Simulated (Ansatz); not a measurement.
# Structure optimisation: sodium, simple cubic

Method: Ansatz 0.2.0, DFT, r2SCAN, plane waves (500 eV) with PAW, scalar-relativistic. The PAW files were generated under PBE, with cores re-solved for the functional.

k-point mesh 9×9×9, Fermi-Dirac smearing 0.1 eV, no spin polarisation. Cell and atoms relax.

Starting structure:

```yaml
crystal:
  lattice:
    - [3.440524329, 0.0, 0.0]
    - [0.0, 3.440524329, 0.0]
    - [0.0, 0.0, 3.440524329]
  atoms:
    - { symbol: Na, position: [0.0, 0.0, 0.0] }
hamiltonian:
  xc: r2scan
  pseudopotentials:
    kind: paw
    azcp:
      Na: "pseudopotentials/Na.paw.azcp"
basis:
  ecutwfc: 500
  fft_grid_basis: typed
kpoints:
  mp_grid: { grid: [9, 9, 9], shift: [0, 0, 0] }
magnetization:
  spin_polarized: false
scf:
  occupations: { method: fermi_dirac, width: 0.1 }
relax:
  max_steps: 60
  f_tol: 0.01
  cell: {}
```

Task: What cell does the relaxation end in?

Result: Pm-3m with a = 3.418 Å; 39.94 Å³ per atom against 40.73 at the start (-1.9 %).

Task: How much energy does the relaxation gain?

Result: 0.3 meV per atom.
